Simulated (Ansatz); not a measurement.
MgS (rock salt, space group No. 225), the program Ansatz at the r²SCAN level (PAW). The conduction-band minimum lies at X, with 3 equivalent valleys. Second derivatives d²E/dk² of the lowest band at one valley (eV·Å²), along Cartesian directions:

```
direction  d²E/dk²
---------  -------
[100]        14.54
[010]        25.12
[001]        25.12
[110]        19.83
[101]        19.83
[011]        25.09
```

Question: Find the principal effective masses, the density-of-states mass and the conductivity mass.

Answer: Off-diagonal terms follow from H_xy = H[110] − (H_xx + H_yy)/2, and m*/mₑ = 7.620 eV·Å² over each eigenvalue: 0.30, 0.30, 0.52. One valley's DOS mass (m₁m₂m₃)^(1/3) = 0.36, conductivity mass 3/(Σ 1/mᵢ) = 0.35 mₑ.

Question: What effective density of states Nc follows at 300 K for parabolic valleys?

Answer: Nc = 2.509e19 × 3 × (0.36)^(3/2) ≈ 1.6e19 cm⁻³.

Space group Fm-3m (rock salt). The cell was relaxed with r²SCAN under the symmetry of its start.

Potentials: the later of the program's two PAW sets.

Edges and masses are those of Kohn–Sham bands, whose gap is no quasiparticle gap.
